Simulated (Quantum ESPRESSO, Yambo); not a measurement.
**Levels of theory for the gap of AgCl**

AgCl (space group Cmcm, No. 63): one geometry, one set of PBEsol (Quantum ESPRESSO, PseudoDojo norm-conserving, 82 Ry, without SOC) orbitals, self-energies from Yambo (4×4×4 Γ-centred k mesh, bands 9 to 99 and a 6 Ry block in the screening, 99 bands in G with the Bruneval-Gonze terminator, plasmon pole fitted at 27.2 eV).

Cell and atoms were relaxed with PBEsol from Materials Project entry mp-570858, within its symmetry.

```tsv
level	gap (0.25, 0.25, 0) → Γ (eV)	direct gap at Γ (eV)	rough Yambo cost
PBEsol (Quantum ESPRESSO)	0.34	1.87	–
exchange only (Hartree-Fock self-energy on PBEsol orbitals)	9.04	11.33	about 1/7 (14 states)
static COHSEX@PBEsol	1.81	3.56	within a factor of two (3 states)
G0W0@PBEsol, plasmon pole	1.72	3.37	1 (14 states)
```

Bare exchange has no screening and gives the widest gap; static COHSEX screens it but leaves out the frequency dependence, which G0W0 restores.

Costs are rough ratios of core time on shared machines.

Nearest settings tried, and what they do to the gap: 69 bands in G: +18 meV; 55 bands in W: +209 meV; 3 Ry block (45 vectors against 127): +4 meV. Not varied: mesh. So the settings aren't converged at that level.

Spin-orbit splittings are left out.

This is not the ordinary phase of the substance; no match was found in the copy of COD used, and its stability was not checked.
